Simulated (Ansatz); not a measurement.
Consider a crystal of Si4O in space group P4/m (No. 83), with Si on 4k; O on 1c.

These are results of Ansatz 0.2.0, DFT PBE, scalar-relativistic, plane waves, PAW, not measurements. Cutoff 420 eV, Γ-centred mesh, Gaussian smearing, no spin polarisation.

Formation energies are uncorrected and refer to the elements' standard structures at the same level (O₂ as a molecule).

Q: Which cell and coordinates does it relax to?

A:

Space group P4/m (No. 83). a = 5.146 Å, b = 5.146 Å, c = 2.547 Å, α = 90.00°, β = 90.00°, γ = 90.00°
| atom | site | symmetry | x | y | z |
| --- | --- | --- | --- | --- | --- |
| Si | 4k | m.. | 0.6851 | 0.8489 | 0.5000 |
| O | 1c | 4/m.. | 0.5000 | 0.5000 | 0.0000 |

Si has 2 O at 2.40 Å, 5 Si at 2.46–2.55 Å and 2 Si at 2.87 Å; O has 8 Si at 2.40 Å and 2 O at 2.55 Å. Another local minimum with the same sites may exist.

Q: Where does its energy lie, and is it a metal?

A: The formation energy is +0.26 eV/atom and the gap on the 8×8×14 mesh of the 5-atom cell is 0 eV (a metal). A positive value: parting into the elements would lower its energy.

The last run used Gaussian smearing of 0.10 eV. A structure relaxed within its symmetry needn't be a true minimum. Another cell of Si4O relaxed alike, in I4/mmm, lies 238 meV/atom lower, so this cell isn't the stable form at this level.
